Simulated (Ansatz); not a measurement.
Q: Zr (hcp (Mg type), space group No. 194) is relaxed with plane-wave PAW PBE (Ansatz code). What lattice parameters of the conventional cell result?

A: a = 3.232 Å, c = 5.171 Å.

Space group P6_3/mmc (hcp (Mg type)). The PBE relaxation kept the symmetry of its start. The run is not spin-polarised. Axis ratios of metals converge slowly with the k-mesh, so a and c are less sure than the volume.

Potentials: the earlier of the program's two PAW sets.
